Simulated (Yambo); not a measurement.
GaAs (zinc blende, space group F-43m, No. 216), G0W0@LDA in Yambo (4×4×4 mesh, plasmon pole; 10 Ry block, no terminator). The number N of bands in W and G is varied.

```
N    x = 1/N  gap Γ → Γ (eV)  shift of the valence edge (eV)
---  -------  --------------  ------------------------------
43   0.02326           1.426                          -0.173
61   0.01639           1.373                          -0.367
86   0.01163           1.338                          -0.499
111  0.00901               ?                               ?
```

Basis-set arguments suggest E = E∞ + A x. Fix A and E∞ from the two rows above the withheld one, predict the row at 111 bands, and test the form.

Gap: A = (1.338 − (1.373))/(0.01163 − 0.01639) = 7.35, E∞ = 1.252 eV, so 1.319 eV is predicted; the run gave 1.314 eV (miss 5 meV). The first two rows have slope 7.71, within 15 % of that. Shift: A = (-0.499 − (-0.367))/(0.01163 − 0.01639) = 27.7, E∞ = -0.822 eV, so -0.572 eV is predicted; the run gave -0.578 eV (miss 6 meV). The first two rows have slope 28.2, within 15 % of that. The other settings are held fixed.

The standard potentials for As, Ga keep a d shell in the valence without the s and p states of that shell. In tests on such compounds this moved G0W0 gaps by up to about 0.9 eV, so absolute quasiparticle energies here are unreliable; differences between settings are what counts.

Spin-orbit coupling is not included.

Geometry relaxed with LDA; primitive cell a = 3.960 Å, b = 3.960 Å, c = 3.960 Å, α = 60.00°, β = 60.00°, γ = 60.00°.

A shift is the quasiparticle energy of the state minus its LDA energy.
